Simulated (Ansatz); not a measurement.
Cl on a (110) slab of TiO2 (P4_2/mnm (No. 136)), 6 planes, outer planes O (top) and O (bottom), 1 a cell of 38.5 Å², relaxed (it stands last):

```yaml
crystal:
  lattice:
    - [5.90853, 0.00000, 0.00000]
    - [0.00000, 6.51694, 0.00000]
    - [0.00000, 0.00000, 23.80816]
  atoms:
    - { symbol: O, position: [0.00000, 0.00000, 0.33602] }
    - { symbol: O, position: [0.50000, 0.00000, 0.33602] }
    - { symbol: Ti, position: [0.00000, 0.50000, 0.38957] }
    - { symbol: Ti, position: [0.50000, 0.50000, 0.38957] }
    - { symbol: Ti, position: [0.25000, 0.00000, 0.38957] }
    - { symbol: Ti, position: [0.75000, 0.00000, 0.38957] }
    - { symbol: O, position: [0.25000, 0.30438, 0.38957] }
    - { symbol: O, position: [0.75000, 0.30438, 0.38957] }
    - { symbol: O, position: [0.25000, 0.69562, 0.38957] }
    - { symbol: O, position: [0.75000, 0.69562, 0.38957] }
    - { symbol: O, position: [0.00000, 0.00000, 0.44311] }
    - { symbol: O, position: [0.50000, 0.00000, 0.44311] }
    - { symbol: O, position: [0.00247, 0.49705, 0.46691] }
    - { symbol: O, position: [0.49753, 0.49705, 0.46691] }
    - { symbol: Ti, position: [0.00281, 0.99250, 0.51945] }
    - { symbol: Ti, position: [0.49719, 0.99250, 0.51945] }
    - { symbol: Ti, position: [0.25000, 0.49010, 0.53024] }
    - { symbol: Ti, position: [0.75000, 0.50665, 0.52924] }
    - { symbol: O, position: [0.25000, 0.80808, 0.53043] }
    - { symbol: O, position: [0.75000, 0.80524, 0.52360] }
    - { symbol: O, position: [0.25000, 0.18517, 0.53136] }
    - { symbol: O, position: [0.75000, 0.19437, 0.52497] }
    - { symbol: O, position: [0.99870, 0.50124, 0.57448] }
    - { symbol: O, position: [0.50130, 0.50124, 0.57448] }
    - { symbol: Cl, position: [0.75000, 0.07095, 0.61985] }
```

Theory: DFT PBE+D3(BJ), scalar-relativistic, plane waves, PAW (Ansatz 0.2.0). Plane waves to 420 eV, a k mesh through Γ of 3×3×1 on the computed 25-atom cell and Gaussian smearing (0.05 eV); collinear spin. The cell repeats along c with a dipole correction in the vacuum.

It binds with 0.76 eV an atom against the clean slab and the free atom (no zero-point or thermal terms); its shortest contact is Cl–O 2.40 Å. Take first-order desorption with no barrier to adsorption, no reaction on the face and an assumed prefactor of 10^13 s⁻¹.

Q: How long does an atom stay at 300 K?

A: τ = ν⁻¹·exp(E/k_BT) with k_BT = 0.0259 eV: E/k_BT = 29.4, so τ ≈ 6×10^-1 s. It leaves within a purge of seconds.

Q: Where does its peak lie in a desorption experiment heated at 5 K/s?

A: The peak obeys E/(k_B·T_p²) = (ν/β)·exp(−E/k_BT_p). Solving gives T_p ≈ 289 K (E/k_BT_p = 30.6). An error of 0.1 eV in E moves it by about 38 K, and larger molecules have larger prefactors, which lowers it.

Q: Is this physisorption or chemisorption?

A: The tightest contact, Cl–Ti 2.86 Å, is 1.09 times the sum of covalent radii. This is a chemical bond. Leaving as a molecule, with a second adsorbate or an atom of the face, can cost less than leaving alone, which these figures don't count.